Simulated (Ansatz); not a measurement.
## Ansatz 0.2.0, settings compared: TaNbSi

The input file (Ansatz 0.2.0, plane waves):

```yaml
crystal:
  lattice:
    - [6.643515, 0.0, 0.0]
    - [-3.321757, 5.753454, 0.0]
    - [0.0, 0.0, 3.678991]
  atoms:
    - { symbol: Nb, position: [0.589, 0.0, 0.5] }
    - { symbol: Nb, position: [0.411, 0.411, 0.5] }
    - { symbol: Nb, position: [0.0, 0.589, 0.5] }
    - { symbol: Ta, position: [0.242, 0.0, 0.0] }
    - { symbol: Ta, position: [0.758, 0.758, 0.0] }
    - { symbol: Ta, position: [0.0, 0.242, 0.0] }
    - { symbol: Si, position: [0.3333, 0.6667, 0.0] }
    - { symbol: Si, position: [0.6667, 0.3333, 0.0] }
    - { symbol: Si, position: [0.0, 0.0, 0.5] }
  symmetry: { tolerance: 0.0003 }
kpoints:
  mp_grid: { grid: [3, 3, 5], shift: [0, 0, 0] }
magnetization:
  spin_polarized: false
scf:
  occupations: { method: gaussian, width: 0.0183 }
hamiltonian:
  pseudopotentials: { kind: paw }
  xc: pbe
basis:
  ecutwfc: 420
output:
  forces: true
  stress: true
  eigenvalues: true
```

The command:

```bash
ansatz run input.yaml --threads 1 --pin off --max-ram 2560MiB --backend cpu --events-out ev --progress --plain --runs-dir out
```

Origin of the cell: a known structure type with other elements, at an estimated volume, so it need not be a known compound.

Output of this run (shortened):

```
Warning: the atoms were moved onto the symmetric positions of the space group found under crystal.symmetry.tolerance 3.0e-4 (fractional; no operation is sought that the atoms, as they stand i […]
Pseudopotentials: kind: paw
Pseudopotential: Nb, paw, valence charge 13, recommended cutoff 420 eV (normal), Nb.paw.azcp
Pseudopotential: Ta, paw, valence charge 13, recommended cutoff 420 eV (normal), Ta.paw.azcp
Pseudopotential: Si, paw, valence charge 4, recommended cutoff 420 eV (normal), Si.paw.azcp
Functional definition: PBE
  exchange = pbe_x(kappa = kappa, mu = beta*pi^2/3)
  correlation = pbe_c(beta = beta)
Crystal: 9 atoms, lattice volume = 140.623 Å³
Basis set: ecut = 420 eV, 2749 PW (Γ), exchange–correlation on 90×90×50 points (8 copies of the dense FFT grid, shifted against one another)
Bands: 54, of which v1, the nominal top of the filled ones, is band 45 counted from 1 (44 counted from 0)
Symmetry: 12 space group operations
[… 8 lines left out …]
Initial density: superposition of atomic densities (neutral atoms: chi_scale 0, normalization atom), corrected by the library's trained network
Functional: x = pbe(κ = 0.804, μ = 0.219515), c = pbe(β = 0.066725)
SCF iter   1: F=—  HF=-45364.198115 eV  Δρ=7.40e-3  dr2=9.41e-2
SCF iter   2: F=—  HF=-45364.179830 eV  Δρ=4.06e-3  dr2=2.95e-2  defer=20
SCF iter   3: F=—  HF=-45364.173115 eV  Δρ=5.02e-4  dr2=2.32e-4  defer=12
SCF iter   4: F=—  HF=-45364.173095 eV  Δρ=8.73e-5  dr2=1.33e-5  defer=12
SCF iter   5: F=—  HF=-45364.173077 eV  Δρ=1.89e-5  dr2=6.01e-7  defer=12
SCF iter   6: F=-45364.173076 eV  HF=-45364.173076 eV  Δρ=3.53e-6  dr2=1.85e-8
SCF 1 converged in 6 iterations: F = -45364.173076 eV  dr2 = 1.85e-8
SCF converged after 6 iterations
Free energy (F): -45364.173076 eV
Harris-Foulkes:  -45364.173076 eV  (|F-HF|=6.90e-9)
Internal energy: -45364.170209 eV  (E = F + TS)
E sigma→0 (E₀):  -45364.171643 eV
Entropy (-TS):   -0.002868 eV (-0.319 meV/atom)
Fermi energy:    17.687758 eV
--- Per-component energies (eV) ---
  E_band       = -464.956076
  E_kinetic    = 2430.393198
  E_local      = -4218.447814  (includes V_loc(G=0)·N_el)
  E_nonlocal   = 483.793660
  E_hartree    = 1459.665401
  E_xc         = -1360.252543
  E_vxc        = -1408.059707  (∫ρ·V_xc dr)
  E_paw        = -35951.231750  (= ΣΔE_a)
  E_vpaw       = -671.969673  (= ΣTr[D̂ρ^β])
  E_aug_tail   = 0.000532  (compensation charges beyond the density's cutoff)
  E_ewald      = -8208.090894
  E_smearing   = -0.002868  (= −TS)
  Σ components = -45364.173076   (vs F -45364.173076, Δ=0.00e0)
--- Forces (eV/Å), atoms counted from 1 ---
  atom   1  Nb    -0.611485     0.000000     0.000000
  atom   2  Nb     0.305743     0.529562     0.000000
  atom   3  Nb     0.305743    -0.529562     0.000000
  atom   4  Ta     2.253107    -0.000000     0.000000
  atom   5  Ta    -1.126553    -1.951248     0.000000
  atom   6  Ta    -1.126553     1.951248     0.000000
  atom   7  Si    -0.000000     0.000000     0.000000
  atom   8  Si    -0.000000    -0.000000     0.000000
  atom   9  Si     0.000000    -0.000000     0.000000
  max |Σ_I F_I| component: 4.49e-16 eV/Å
--- Stress (GPa, compression-positive) ---
       19.844479      -0.000000       0.000000
       -0.000000      19.844479       0.000000
        0.000000       0.000000       8.202171
  P = ⅓ Tr σ = 15.9637 GPa (159.637 kbar)
```

The same input was run again with these changes:

1. `basis.ecutwfc` 420 → "200 eV"; `scf.occupations.method` gaussian → cold; `scf.occupations.width` 0.0183 → 0.01
2. `scf.eigensolver.kind` default → davidson; `crystal.symmetry` { tolerance: 0.0003 } → { detect: false }; `kpoints.mp_grid.grid` [3, 3, 5] → [4, 4, 6]
3. `kpoints.mp_grid.shift` [0, 0, 0] → [0.5, 0.5, 0.5]; `hamiltonian.hubbard` default → { sites: [{ species: Nb, l: d, u_eff: 8.0 }], double_counting: fll }
4. `accuracy` default → low; `hamiltonian.hubbard` default → { sites: [{ species: Ta, l: d, u_eff: 2.0 }], double_counting: amf }

| run | end | SCF iterations | P (GPa) | max force component (eV/Å) | gap on mesh (eV) | moment (μB) | ΔE(σ→0) (meV/atom) |
| --- | --- | --- | --- | --- | --- | --- | --- |
| base | converged | 6 | 15.96 | 2.253 | none | – | 0 |
| 1 | converged | 8 | 18.83 | 2.092 | none | – | 1277.42 |
| 2 | converged | 7 | 16.11 | 2.185 | none | – | 6.38 |
| 3 | converged | 19 | 24.61 | 2.213 | none | – | – |
| 4 | converged | 8 | 15.99 | 2.217 | none | – | – |

Energies are compared only where functional, datasets, charge and starting cell are the same.

Not properties of the system: run 1 (too coarse or loose: `basis.ecutwfc` = "200 eV"), run 4 (too coarse or loose: `accuracy` = low).

Caveats of the base run: no moments, though an odd count or open d shells may carry them; no spin-orbit coupling, though heavy elements are present; the k mesh is coarse if the cell is a metal.

Run 1: the cutoff lies below the datasets' advice.
Run 3: the k mesh keeps only part of the crystal's symmetry.

The base run ran for 6.6 s on 1 thread of Intel(R) Xeon(R) Platinum 8259CL CPU @ 2.50GHz (Skylake/Cascade Lake), with other jobs on the host, peak memory 0.47 GiB, from the program's own first density.
